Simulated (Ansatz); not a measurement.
With r²SCAN (plane waves, PAW; program Ansatz), Ga₂O₃ in the orthorhombic phase (Pna2_1; Pearson symbol oP40) relaxes to a = 5.042 Å, b = 8.673 Å, c = 9.285 Å. Ga on 4a has 4 nearest neighbours from 1.82 Å (tetrahedral); Ga on 4a has 6 nearest neighbours from 1.88 Å (octahedral). Against the elements it lies at -2.05 eV/atom, with no fitted shifts.

The Kohn–Sham gap is 3.16 eV (smallest direct gap 3.16 eV). The electron mass is 0.26 mₑ (isotropic). The hole mass is 0.55, 14, 20 mₑ (principal values).

The bulk modulus is 198 GPa. Bader charges are Ga +1.95 to +2.02, O -1.36 to -1.31 e.

The start of the workflow was typed in or built on a structure type; neither database checked (COD, Materials Project) lists it. It is not the phase usual at ambient conditions (space group No. 12, 167). The cell was relaxed with r²SCAN under the symmetry of its start; its stability against distortions is not shown here. The references are the lowest solids computed at this level, not always the standard phases (solids in place of the gases). Scalar-relativistic: spin–orbit coupling is off unless named, which matters more the heavier the elements.

Potentials: the later of the program's two PAW sets.
